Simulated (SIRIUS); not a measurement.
Worked example: self-consistent single point of YGe (Cmcm, 8 atoms in the cell; from Materials Project mp-9971, changed as shown) in SIRIUS.

Computed with LDA (PW92), GBRV LDA ultrasoft pseudopotentials (plane waves; SIRIUS).

The change in words: lattice scaled by 0.98. Reference geometry (Cmcm):
```yaml
crystal:
  lattice:
    - [4.28256, 0.00000, 0.00000]
    - [0.00000, 10.72440, 0.00000]
    - [0.00000, 0.00000, 3.95460]
  atoms:
    - { symbol: Y, position: [0.50000, 0.36139, 0.75000] }
    - { symbol: Y, position: [0.00000, 0.13861, 0.25000] }
    - { symbol: Y, position: [0.00000, 0.86139, 0.75000] }
    - { symbol: Y, position: [0.50000, 0.63861, 0.25000] }
    - { symbol: Ge, position: [0.50000, 0.08438, 0.75000] }
    - { symbol: Ge, position: [0.00000, 0.41562, 0.25000] }
    - { symbol: Ge, position: [0.00000, 0.58438, 0.75000] }
    - { symbol: Ge, position: [0.50000, 0.91562, 0.25000] }
```

Reference input (self-consistent single point, DFT, LDA (PW92), plane waves, GBRV LDA ultrasoft pseudopotentials): parameters.ngridk = 6 3 7; parameters.xc_functionals = [XC_LDA_X, XC_LDA_C_PW]; parameters.gk_cutoff = 6.325 1/bohr; parameters.pw_cutoff = 14.143 1/bohr; parameters.smearing = fermi_dirac; parameters.smearing_width = 0.00367493 Ha; potentials = GBRV LDA ultrasoft pseudopotentials; parameters.electronic_structure_method = pseudopotential; parameters.num_bands = 60; parameters.num_mag_dims = 0; parameters.num_dft_iter = 100; parameters.energy_tol = 1e-07 Ha. This run's input differs from it in these lines:

```diff
@@ -32,7 +32,7 @@
     "lattice_vectors": [
-      [0.9999999397, 0.0, 0.0],
-      [0.0, 2.5042029426, 0.0],
-      [0.0, 0.0, 0.9234195812]
+      [0.999999947, 0.0, 0.0],
+      [0.0, 2.5042028415, 0.0],
+      [0.0, 0.0, 0.9234195439]
     ],
-    "lattice_vectors_scale": 8.092866,
+    "lattice_vectors_scale": 7.931009,
     "atom_coordinate_units": "lattice",
```

The program printed (abridged):

```
[find] density tolerance         : 1e-06
[find] total energy tolerance    : 1e-07
[find] iter_solver_tol (initial) : 0.01
[find] iter_solver_tol (target)  : 1e-13
[find] num_dft_iter              : 100
Charges and magnetic moments
--------------------------------------------------------------------------------
total charge          : 100.000000
[find] | SCF iteration   0 out of 100|
[diagonalize] iterative solver tolerance (occupied, empty): 0.01 0.01
[diagonalize] average number of iterations: 2
[find] Charges and magnetic moments
[find] total charge          : 100.000000
[find] Energy
   [... lines left out ...]

[find] Charges and magnetic moments
[find] total charge          : 100.000000
[find] Energy
[find] smearing (-TS)                 :      -0.00550165
[find] Total energy                   :    -612.14399632 (Ha),   -1224.28799263 (Ry)
[find] Free energy (E-TS)             :    -612.14949797 (Ha),   -1224.29899594 (Ry)
[find] band gap (eV)                  :       0.00000000
[find] Efermi                         :       0.44454035
[find] iteration : 11, RMS (target) : 6.2540e-07 (1.0000e-06) , energy difference (target) : -9.4734e-09 (1.0000e-07)
[find] bands are converged : false
[find] iterative solver converged : true
[find] converged after 12 SCF iterations!
[find] Charges and magnetic moments
[find] total charge          : 100.000000
[find] Energy
[find] smearing (-TS)                 :      -0.00550165
[find] Total energy                   :    -612.14399632 (Ha),   -1224.28799263 (Ry)
[find] Free energy (E-TS)             :    -612.14949797 (Ha),   -1224.29899594 (Ry)
[find] band gap (eV)                  :       0.00000000
[find] Efermi                         :       0.44454035
[ground_state] === stress tensor components [kbar] ===
[ground_state] === stress_total ===
[ground_state]    -0.927410   -0.000000    0.000000
[ground_state]    -0.000000    0.499258    0.000000
[ground_state]     0.000000    0.000000   -3.890218
[ground_state] ==== total Forces in Ha/bohr =====
   [... lines left out ...]
[ground_state] atom:    3, force:       0.0000000     -0.0002350      0.0000000
[ground_state] atom:    4, force:       0.0000000     -0.0002347      0.0000000
[ground_state] atom:    5, force:      -0.0000000      0.0002347     -0.0000000
[ground_state] atom:    6, force:       0.0000000     -0.0002347      0.0000000
[ground_state] atom:    7, force:      -0.0000000      0.0002347      0.0000000
```

The run converged in 12 iterations. SIRIUS prints the stress tensor with tension positive. Against the reference run the free energy drops by 20.2 meV/atom, the pressure goes from -4.86 to 0.14 GPa and the largest force goes from 0.079 to 0.012 eV/Å.

The structure comes from a collection of computed structures, made at another level of theory; the collection holds predicted forms beside known ones. No clean gap shows at this smearing width and mesh (spacing up to 0.25 Å⁻¹); the mesh is coarse for partly filled bands, so the values carry mesh errors.

Cost on one core: around 5 core-minutes (rough).
